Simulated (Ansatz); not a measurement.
Here is the system:

Si₂Ni:
```
CELL_PARAMETERS angstrom
      0.00000     2.69423     2.69423
      2.69423     0.00000     2.69423
      2.69423     2.69423     0.00000
ATOMIC_POSITIONS crystal
  Ni 0.00000 0.00000 0.00000
  Si 0.25000 0.25000 0.25000
  Si 0.75000 0.75000 0.75000
```

This is the PBEsol-relaxed structure.

Question: All from the program Ansatz at the PBEsol level (PAW), unless another level is named. Estimate the electronic character.

Answer: metallic (no gap).

Question: Next, the formation energy from the elements (no fitted shifts)?

Answer: -44 kJ/mol of atoms.

Question: Next, the density of states at the Fermi level?

Answer: 0.29 states/eV per atom (mean over ±0.08 eV).

Space group Fm-3m (fluorite or antifluorite type). The PBEsol relaxation kept the symmetry of its start. The workflow began spin-polarised and lost its moments. The references are the lowest solids computed at this level, not always the standard phases.

Potentials: the later of the program's two PAW sets.
